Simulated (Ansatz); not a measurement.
ZnSnP2:
```
CELL_PARAMETERS angstrom
     -2.82523     2.82523     5.66290
      2.82523    -2.82523     5.66290
      2.82523     2.82523    -5.66290
ATOMIC_POSITIONS crystal
  Zn 0.75000 0.25000 0.50000
  Zn 0.00000 0.00000 0.00000
  Sn 0.25000 0.75000 0.50000
  Sn 0.50000 0.50000 0.00000
  P  0.10325 0.12500 0.47825
  P  0.64675 0.62500 0.52175
  P  0.37500 0.89675 0.02175
  P  0.87500 0.35325 0.97825
```

Relaxed with r²SCAN.

Map the electron localisation function on the plane through (0.000, 0.000, 0.000) spanned by u = [1, 1, 0] and v = [1, -1, 1] in lattice vectors, from the program Ansatz at the r²SCAN level (PAW).

x is the fraction of u, y of v (the angle between them is 122°; rows are the nearest grid lines); atoms in the plane: Zn at (0.00, 0.00), Sn at (0.50, 0.00), P at (0.62, 0.49), P at (0.13, 0.51).
```
|   ....       .::-.  .-::.       ....   |
| .:-=-:.     .:--:  :--=:.      .:::.   |
|.:=**+-.    .:---:::-=+=-:.    ..:::....|
|#@@%%#+:.  ..:--::-=##**+-:.  ..:::..:=#|
|@@@@@#=:........:=*###%#*=-:.......:=#%@|
|%@@@*-:...     .-+*#%@%+--:::.    .-*#%%|
|@@@*-::...     .-+*#%%+----::.    .-+#%@|
|%+::::.::::.   .-+*#+-------:.    .-+#%%|
|-:..:-*#%#*=.  .:--=-----+*+=-:.. .:-==-|
|.:-+%@@@%%#+:.   ..:--+#%%%##*=:.    ...|
|.-*%@@#+#%#+:     ..-+%@@%####+:.     ..|
|=#%%:  .%%#=.      .#%%+  =%%*=.      .=|
|#%%+  =%%*=.      .=%%:  .%%#=.      .=#|
|%@@%####+:.     ..-*@@#+#%#+:     ..:-+%|
|#%%%##*=:.    ...:-+@@@%%#+:.   ..::--+#|
|+*+=-:.. .:-==-:..:-#%#*=.  .:--=------+|
|-:.    .-+#%%+::::.:::.   .-+*##+-------|
|.    .-+#%@@@*-::...    .-+*#%%%+----::.|
|    .-*#%%@@@*-:...    .-+*##%@%+--:::. |
|...:=#%@@@@@#=:.......:=*####%#*=-:.....|
|:..:=#@@%%#+:.  ..:-::-=*##**+-:.  ..:::|
|....:=**+-.    .:---:::-=+=-:.    ..:::.|
|   .:-=-:.     .:--:  :--=:.      .:::. |
|   ....       .::-.  .-::.       ....   |
```
Scale: ten equal steps from 0.000 (start of ' ') to 0.912 (end of '@'), in the order ' .:-=+*#%@'; x runs from 0.000 to 1.00, y from 0.000 (bottom) to 1.00 (top).

The density is the valence pseudo-density with augmentation charge, so density and ELF within about 1 Å of a nucleus are not all-electron values.

Space group I-42d (chalcopyrite). The r²SCAN relaxation kept the symmetry of its start. Spin–orbit coupling is left out wherever it is not named.

Potentials: the later of the program's two PAW sets.
